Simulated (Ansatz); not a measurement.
BaZrO$_{3}$:
```xyz
5
Lattice="4.1807 0.0000 0.0000 0.0000 4.1807 0.0000 0.0000 0.0000 4.1807" Properties=species:S:1:pos:R:3 pbc="T T T"
Ba     0.0000     0.0000     0.0000
Zr     2.0903     2.0903     2.0903
O      2.0903     0.0000     2.0903
O      0.0000     2.0903     2.0903
O      2.0903     2.0903     0.0000
```

Relaxed with PBEsol. Special points in fractions of this cell's reciprocal vectors: Γ (0.000, 0.000, 0.000); X (0.000, 0.500, 0.000); M (0.500, 0.500, 0.000); R (0.500, 0.500, 0.500).

**Question.** List the band energies nearest the valence-band maximum at these points for PBEsol with spin–orbit coupling (plane waves, PAW; program Ansatz).

**Answer.** In eV from the valence-band maximum; about four levels below and three above (degenerate sets whole), none deeper than 8.9 eV; points with the same levels are listed once.

```csv
k,below,above
Γ,-0.15 -0.15 -0.15 -0.15,3.14 3.14 3.14 3.14
X,-0.47 -0.47 -0.37 -0.37,3.55 3.55 5.71 5.71
M,-0.76 -0.76 -0.05 -0.05,5.71 5.71 5.75 5.75
R,0.00 0.00 0.00 0.00,6.01 6.01 6.01 6.01
```

Space group Pm-3m (cubic perovskite). Symmetry was held in the PBEsol relaxation. The run is not spin-polarised.

Potentials: the later of the program's two PAW sets.
